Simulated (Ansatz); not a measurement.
Input:

Ge2Mo:
```
CELL_PARAMETERS angstrom
     -1.65953     1.65953     4.09545
      1.65953    -1.65953     4.09545
      1.65953     1.65953    -4.09545
ATOMIC_POSITIONS crystal
  Ge 0.66165 0.66165 0.00000
  Ge 0.33835 0.33835 0.00000
  Mo 0.00000 0.00000 0.00000
```

This is the r²SCAN-relaxed structure.

Q: All from r²SCAN (plane waves, PAW; program Ansatz), unless another level is named. Give the electronic character.

A: metallic (no gap).

Q: And the density of states at the Fermi level?

A: 0.10 states/eV per atom (mean over ±0.08 eV).

Space group I4/mmm (MoSi2 or CaC2 type). The first step of the workflow began from a Materials Project structure, measured or hypothetical; the Crystallography Open Database copy checked does not list it. COD files the formula under space group No. 62, so this cell is another polymorph or a model. Its standing as an ambient phase is unchecked. The cell was relaxed with r²SCAN under the symmetry of its start; whether a distortion lowers the energy is not shown. No spin polarisation was allowed. Scalar-relativistic: spin–orbit coupling is off unless named, which matters more the heavier the elements.

Potentials: the later of the program's two PAW sets.
